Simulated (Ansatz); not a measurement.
LiBr (rock salt)

```
CELL_PARAMETERS angstrom
      0.00000     2.70567     2.70567
      2.70567     0.00000     2.70567
      2.70567     2.70567     0.00000
ATOMIC_POSITIONS crystal
  Br 0.00000 0.00000 0.00000
  Li 0.50000 0.50000 0.50000
```

The volume is varied about the relaxed value V₀ at fixed cell shape. Symmetry pins the atoms to their sites.

Calculation: PBEsol (plane waves to 420 eV, PAW, scalar-relativistic; Ansatz, a quantum-chemistry and plane-wave program). k mesh 11×11×11 (Γ-centred), Fermi-Dirac smearing 0.05 eV. Stress and pressure are positive under compression. LiBr was relaxed with its symmetry unable to fall.

At one point of the scan the stress tensor (GPa) is:

```
  -1.48     0.00     0.00
   0.00    -1.48     0.00
   0.00     0.00    -1.48
```

Q: Which point is it?
A. V/V₀ = 1.020
B. V/V₀ = 1.040
C. V/V₀ = 1.060
D. V/V₀ = 1.010

A: C, V/V₀ = 1.060

(A scan under strain: stresses follow from slopes of the energy per volume, elastic moduli from its curvatures.)
